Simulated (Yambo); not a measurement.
A free-standing HfS₂ monolayer (symmetry P-3m1, slab cell 15.9 Å high), G0W0@LDA (Yambo, plasmon pole, terminator in G, 9×9×1 mesh): gap Γ → (0, 0.444) in eV by bands and screening block.

```tsv
bands (W and G)	3 Ry	4 Ry	5 Ry	6 Ry
24	2.79	2.79	(withheld)	2.81
37	2.73	2.73	2.75	2.77
53	2.70	2.71	2.73	2.76
74	(withheld)	2.67	2.70	2.73
97	(withheld)	2.64	2.67	2.71
```

Estimate the withheld gaps from their neighbours; the computed values follow.


- 24, 5 Ry: 2.80
- 74, 3 Ry: 2.66
- 97, 3 Ry: 2.63

The largest settings aren't shown to be the converged limit.

Spin-orbit coupling is not included.

Geometry relaxed with LDA; primitive cell a = b = 3.562 Å, c = 15.900 Å, α = β = 90.00°, γ = 120.00°.
